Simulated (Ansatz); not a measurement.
Sr:
```
Sr
1.0
    4.28840     0.00000     0.00000
   -2.14420     3.71386     0.00000
    0.00000     0.00000     7.10898
Sr
2
Direct
  0.33333   0.66667   0.25000
  0.66667   0.33333   0.75000
```

Relaxed with r²SCAN+D4. Special points in fractions of this cell's reciprocal vectors: Γ (0.000, 0.000, 0.000); M (0.500, 0.000, 0.000); K (0.333, 0.333, 0.000); A (0.000, 0.000, 0.500); L (0.500, 0.000, 0.500); H (0.333, 0.333, 0.500).

Problem. List the band energies nearest the Fermi level at these points for plane-wave PAW r²SCAN+D4 (Ansatz code).

Solution. In eV from the Fermi level; about four levels below and three above (degenerate sets whole), none deeper than 8.9 eV; points with the same levels are listed once.

| k | below | above |
|---|---|---|
| Γ | -3.84 -1.14 -0.18 | 2.53 2.60 2.60 |
| M | -1.11 -0.63 | 0.11 0.33 1.35 |
| K | -0.23 -0.23 -0.18 | 0.47 1.45 1.45 |
| A | -2.89 -2.89 | 1.37 1.37 2.61 2.61 2.61 2.61 |
| L | -0.77 -0.77 | 0.15 0.15 1.48 1.48 |
| H | – | 0.11 0.11 0.39 0.39 |

Space group P6_3/mmc (hcp (Mg type)). The first step of the workflow began from a Materials Project structure, measured or hypothetical; the Crystallography Open Database files this formula in space group No. 194, but the cells were not matched. It is not the phase usual at ambient conditions (space group No. 225). Symmetry was held in the r²SCAN+D4 relaxation; its stability against distortions is not shown here. The pairwise dispersion correction was not fitted to metals. Spin–orbit coupling is left out wherever it is not named.

Potentials: the earlier of the program's two PAW sets.
